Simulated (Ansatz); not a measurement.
An Ansatz (a quantum-chemistry and plane-wave program) run. Input:

Ansatz 0.2 input:
```yaml
crystal:
  lattice:
    - [3.9352082329, 0.0, 0.0]
    - [-1.9676041165, 3.4079902989, 0.0]
    - [0.0, 0.0, 6.126407842]
  atoms:
    - { symbol: La, position: [0.3333333333, 0.6666666667, 0.2461285411] }
    - { symbol: La, position: [0.6666666667, 0.3333333333, 0.7538714589] }
    - { symbol: O, position: [0.0, 0.0, 0.0] }
    - { symbol: O, position: [0.3333333333, 0.6666666667, 0.6461212586] }
    - { symbol: O, position: [0.6666666667, 0.3333333333, 0.3538787414] }
kpoints:
  mp_grid: { grid: [9, 9, 4] }
hamiltonian:
  xc: r2scan
  pseudopotentials: { kind: paw }
scf:
  occupations: { method: fixed }
phonons:
  method: dfpt
  response_accuracy: low
  qmesh: [3, 3, 2]
  interpolated_qmesh: [16, 16, 9]
  dielectric: true
  rigid_motions: translations
  temperatures: { t_max: 1000, t_step: 50 }
  qpath:
    path:
      - [[0.0, 0.0, 0.0], [0.5, 0.0, 0.0], [0.3333333333, 0.3333333333, 0.0], [0.0, 0.0, 0.0], [0.0, 0.0, 0.5], [0.5, 0.0, 0.5], [0.3333333333, 0.3333333333, 0.5], [0.0, 0.0, 0.5]]  # Γ-M-K-Γ-A-L-H-A
      - [[0.5, 0.0, 0.5], [0.5, 0.0, 0.0]]  # L-M
      - [[0.3333333333, 0.3333333333, 0.5], [0.3333333333, 0.3333333333, 0.0]]  # H-K
    npoints: 9
```

Output (shortened):

```
WARN phonons: the dynamical matrix that this run interpolates holds no multipole term above the dipole-dipole one, and a site of this crystal is no centre of …
zone centre: on kpoints.mp_grid the ground state, and the responses unless they are solved on pairs of k-points, stand on 95 of the mesh's 324 k-points, …
Pseudopotentials: kind: paw
Pseudopotential: La, paw, valence charge 11
Pseudopotential: O, paw, valence charge 6
Functional definition: r2SCAN
Crystal: 5 atoms, lattice volume = 82.162 Å³
Basis set: ecut = 500 eV, 2069 PW (Γ), exchange–correlation on 180×180×270 points (216 copies of the dense FFT grid, shifted against one another)
Bands: 25, of which v1, the nominal top of the filled ones, is band 20 counted from 1 (19 counted from 0)
Symmetry: 12 space group operations
k-points: 95 of 324 (irreducible under 2 space group operations, time reversal used)
PAW frozen core: La, regenerated for the run's functional
PAW frozen core: O, regenerated for the run's functional
Initial wavefunctions: pseudopotential atomic-orbital guess
Eigensolver: davidson
Functional: x = r2scan, c = r2scan; τ floored in thin density (d = 2e-4 eV/Å³)
all-band conjugate gradients solve this SCF's bands
SCF 1 converged in 10 iterations: F = -14245.716550 eV  dr2 = 4.10e-11
SCF converged after 10 iterations
Free energy (F): -14245.716550 eV
Harris-Foulkes:  -14245.716550 eV  (|F-HF|=2.36e-11)
Internal energy: -14245.716550 eV  (E = F + TS)
E sigma→0 (E₀):  -14245.716550 eV
Fermi energy:    9.376230 eV
--- Per-component energies (eV) ---
  E_band       = -34.299587
  E_kinetic    = 915.426987
  E_local      = -1538.521851  (includes V_loc(G=0)·N_el)
  E_nonlocal   = 331.548562
  E_hartree    = 550.454669
  E_xc         = -488.453179
  E_vxc        = -643.608068  (∫ρ·V_xc dr)
  E_paw        = -11355.768258  (= ΣΔE_a)
  E_vpaw       = -237.205412  (= ΣTr[D̂ρ^β])
  E_aug_tail   = 0.002979  (compensation charges beyond the density's cutoff)
  E_vtau       = 37.147649  (kinetic-family band-sum trace: ∫τ·v_τ [+ j·A + Jᵃ·Aᵃ] dr)
  E_ewald      = -2660.447661
  E_core_change = 0.041202  (= ΣΔE_core)
  E_smearing   =  0.000000  (= −TS)
  E_closure    = 0.000000  (closes the sum)
  Σ components = -14245.716550   (vs F -14245.716550, Δ=0.00e0)
--- Band table (eV; the first three rows and the last of 95) ---
  k-point 0: bands = ["-21.3259", "-21.0726", "-8.4160", "-7.3083", "-6.7901", "-4.3247", "-4.3247", "-4.0970", "-4.0970", "-4.0171", "-3.3961", "6.9716", "6.9716", "7.1591", "7.1591", "7.2680", "7.7432", "9.0042", "9.0042", "9.2660", "14.1405", "14.4777", …
  k-point 1: bands = ["-21.2908", "-21.1103", "-8.3384", "-7.3042", "-6.9185", "-4.2959", "-4.2959", "-4.1266", "-4.1266", "-3.9533", "-3.3839", "6.7553", "6.7553", "6.9353", "7.3608", "7.3608", "8.0975", "8.9830", "9.0501", "9.0501", "14.2946", "14.5509", …
  k-point 2: bands = ["-21.2179", "-21.1856", "-8.2457", "-7.3145", "-7.0433", "-4.2484", "-4.2484", "-4.1749", "-4.1749", "-3.8960", "-3.3698", "6.6385", "6.6385", "6.7543", "7.4589", "7.4589", "8.3916", "8.6178", "9.1019", "9.1019", "14.5670", "14.6196", …
  k-point 94: bands = ["-21.0820", "-21.0647", "-8.7947", "-8.5894", "-6.9998", "-4.6951", "-4.5500", "-4.3724", "-4.0455", "-3.0302", "-2.9275", "6.9934", "7.1511", "7.4329", "7.7184", "8.0002", "8.6327", "8.7146", "9.1085", "9.3672", "14.3457", "14.5492", …
  band table: 25 of 25 bands, residual norms ≤ 1.0e-3 eV
--- Phonons (Γ-DFPT): 6 representative perturbations + reference, on 95 of 324 k-points (Σ response iterations 39) ---
  k mesh reduced under 2 symmetry operations, with k and −k counted as one. Each operation leaves every solved perturbation unchanged …
  ASR residual: 4.915e-4 → 0.000e0 eV/Å²; symmetrization residual: 4.148e-5 eV/Å²
  ASR residual per site (eV/Å²): 8.06e-5 8.06e-5 2.44e-4 4.91e-4 4.91e-4
  Γ frequencies (cm⁻¹): 0.00 0.00 0.00 102.19 102.19 186.09 186.09 188.82 190.10 357.76 357.76 391.31 391.31 391.78 441.37
  ε∞ (high-frequency dielectric tensor):
        4.489521     0.000000     0.000000
        0.000000     4.489521     0.000000
        0.000000     0.000000     4.371253
  ε⁰ (static dielectric tensor: ions relaxed, cell fixed):
       25.851318     0.000000     0.000000
        0.000000    25.851318     0.000000
        0.000000     0.000000    26.620734
  ε⁰ − ε∞ (ionic part):
       21.361798     0.000000     0.000000
        0.000000    21.361798     0.000000
        0.000000     0.000000    22.249481
  softest optical mode at Γ: 102.19 cm⁻¹; the repairs (sum rule, projections) moved no ω² at Γ by more than (4.35 cm⁻¹)²
  Born effective charges Z* (e; rows j = field, columns β = displacement):
    site 0:
         4.20802    0.00000    0.00000
         0.00000    4.20802    0.00000
         0.00000    0.00000    3.81454
    site 1:
         4.20802    0.00000    0.00000
         0.00000    4.20802    0.00000
         0.00000    0.00000    3.81454
    site 2:
        -2.69448    0.00000    0.00000
         0.00000   -2.69448    0.00000
         0.00000    0.00000   -2.57208
    site 3:
        -2.86078    0.00000    0.00000
         0.00000   -2.86078    0.00000
         0.00000    0.00000   -2.52849
    site 4:
        -2.86078    0.00000    0.00000
         0.00000   -2.86078    0.00000
         0.00000    0.00000   -2.52849
  Z* charge neutrality: 5.033e-6 e pre-enforcement
  k-mesh period / interband length: 24.5 Å / 1.20 Å = 20.35 at k = (0.0000, 0.0000, 0.0000), direct gap 4.875 eV — 14 or more, which is no proof of convergence
  optical modes at Γ without the LO–TO term, one row a degenerate level:
      ω (cm⁻¹)  modes    IR ((D/Å)²/amu)
        102.19      2             0.0000
        186.09      2            48.4972
        188.82      1             0.0000
        190.10      1            30.5548
        357.76      2            31.4117
        391.31      2             0.0000
        391.78      1             0.0000
        441.37      1             2.2569
  optical modes at Γ + LO–TO along q̂ = [1.0000, 0.0000, 0.0000]:
      ω (cm⁻¹)  modes    IR ((D/Å)²/amu)
        102.19      2             0.0000
        186.09      1            24.2486
        188.82      1             0.0000
        190.10      1            30.5548
        286.11      1             1.6388
        357.76      1            15.7059
        391.31      2             0.0000
        391.78      1             0.0000
        441.37      1             2.2569
        558.37      1            38.3157
  optical modes at Γ + LO–TO along q̂ = [0.0000, 1.0000, 0.0000]:
      ω (cm⁻¹)  modes    IR ((D/Å)²/amu)
        102.19      2             0.0000
        186.09      1            24.2486
        188.82      1             0.0000
        190.10      1            30.5548
        286.11      1             1.6388
        357.76      1            15.7059
        391.31      2             0.0000
        391.78      1             0.0000
        441.37      1             2.2569
        558.37      1            38.3157
  optical modes at Γ + LO–TO along q̂ = [0.0000, 0.0000, 1.0000]:
      ω (cm⁻¹)  modes    IR ((D/Å)²/amu)
        102.19      2             0.0000
        186.09      2            48.4972
        188.82      1             0.0000
        357.76      2            31.4117
        391.31      2             0.0000
        391.78      1             0.0000
        404.18      1             6.7990
        512.28      1            26.0126
  non-analytic LO–TO correction: the dipole-dipole term of the run's Born effective charges and high-frequency dielectric tensor (where they are solved with …
--- Phonons (arbitrary-q DFPT): 6 irreducible q on the 3×3×2 mesh ---
  q = [0.0000, 0.0000, 0.0000] (star 1, of the zone-centre solve; hermiticity 6.55e-6, symmetrization 3.25e-7):  0.00 0.00 0.00 102.19 102.19 186.09 186.09 188.82 190.10 357.76 357.76 391.31 391.31 391.78 441.37
  q = [0.0000, 0.0000, -0.5000] (star 1, 6 solved perturbations in 414 linear systems a pass and spin channel, the states on 95 of 324 k-point pairs; hermiticity 3.23e-6, symmetrization 3.30e-10): 61.57 61.57 89.19 89.19 98.68 147.40 187.72 187.72 345.96 …
  q = [0.0000, 0.3333, 0.0000] (star 6, 9 solved perturbations on 180 of 324 k-point pairs; hermiticity 5.09e-6, symmetrization 5.74e-11): 66.88 85.62 114.54 117.33 164.55 184.28 210.34 211.62 262.41 289.78 325.94 364.58 393.55 493.24 530.07
  q = [0.0000, 0.3333, -0.5000] (star 6, 9 solved perturbations on 180 of 324 k-point pairs; hermiticity 3.76e-6, symmetrization 5.88e-11): 69.54 72.29 102.35 110.71 143.39 193.03 207.48 212.34 223.71 321.70 331.76 353.47 395.77 488.60 532.22
  q = [0.3333, 0.3333, 0.0000] (star 2, 6 solved perturbations in 714 linear systems a pass and spin channel, the states on 171 of 324 k-point pairs; hermiticity 8.02e-6, symmetrization 4.00e-8): 71.62 109.56 109.56 159.99 159.99 186.01 212.78 212.78 260.87 …
  q = [0.3333, 0.3333, -0.5000] (star 2, 6 solved perturbations in 714 linear systems a pass and spin channel, the states on 171 of 324 k-point pairs; hermiticity 9.53e-6, symmetrization 3.41e-8): 91.00 91.00 118.43 148.77 148.77 165.15 239.37 239.37 266.05 …
  sum rule: each row above includes the acoustic sum rule's correction from the zone centre's row sums; it moved no ω² by more than (2.89 cm⁻¹)²
  mesh force constants: q→R imaginary residual 1.21e-16; ASR residual 4.915e-4 → 0.000e0 eV/Å²; symmetrization residual 8.882e-15 eV/Å²
  interpolated dispersion: 85 rows × 15 modes
  density of states and harmonic sums: on the 16×16×9 q-mesh, interpolated from the force constants of a 3×3×2 supercell (with the dipole–dipole term)
  largest difference from the sums on the solved wave vectors: F 3.94e-2 eV, S 5.39e-5 and C_V 1.41e-5 eV/K
  zero-point energy: 0.234930 eV/cell   skipped modes (ω ≤ 0): 3   left out of the sums: 8.68e-5 of the cell's modes …
```

Cost: very roughly 90 core-minutes on shared cores.

Space group P-3m1 (La2O3 or Ni2Al3 type). The r²SCAN relaxation kept the symmetry of its start. Spin–orbit coupling is left out wherever it is not named.

Potentials: the later of the program's two PAW sets.

Ansatz is a plane-wave DFT program.
